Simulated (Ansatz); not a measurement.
OsO$_{2}$:
```yaml
crystal:
  lattice:
    - [4.45395, 0.00000, 0.00000]
    - [0.00000, 4.45395, 0.00000]
    - [0.00000, 0.00000, 3.18145]
  atoms:
    - { symbol: Os, position: [0.00000, 0.00000, 0.00000] }
    - { symbol: Os, position: [0.50000, 0.50000, 0.50000] }
    - { symbol: O, position: [0.30875, 0.30875, 0.00000] }
    - { symbol: O, position: [0.19125, 0.80875, 0.50000] }
    - { symbol: O, position: [0.69125, 0.69125, 0.00000] }
    - { symbol: O, position: [0.80875, 0.19125, 0.50000] }
```

Relaxed with PBEsol. Special points in fractions of this cell's reciprocal vectors: Γ (0.000, 0.000, 0.000); X (0.000, 0.500, 0.000); M (0.500, 0.500, 0.000); Z (0.000, 0.000, 0.500); R (0.000, 0.500, 0.500); A (0.500, 0.500, 0.500).

Question: List the band energies nearest the Fermi level at these points for plane-wave PAW PBEsol with spin–orbit coupling (Ansatz code).

Answer: In eV from the Fermi level; about four levels below and three above (degenerate sets whole), none deeper than 8.9 eV; points with the same levels are listed once.

```
k                    below                above
-  -----------------------  -------------------
Γ  -1.18 -1.18 -0.89 -0.89  2.30 2.30 2.32 2.32
X  -0.35 -0.35 -0.35 -0.35  0.63 0.63 0.63 0.63
M  -1.11 -1.11 -1.11 -1.11  0.94 0.94 0.94 0.94
Z  -0.87 -0.87 -0.87 -0.87  0.08 0.08 0.08 0.08
R  -0.73 -0.73 -0.49 -0.49  1.22 1.22 1.57 1.57
A  -0.53 -0.53 -0.53 -0.53  0.45 0.45 0.45 0.45
```

Space group P4_2/mnm (rutile). The workflow started from an entry of the Crystallography Open Database (COD). Whether it is the stable phase at ambient conditions was not checked. The cell was relaxed with PBEsol under the symmetry of its start; whether a distortion lowers the energy is not shown. The run is not spin-polarised.

Potentials: the later of the program's two PAW sets.
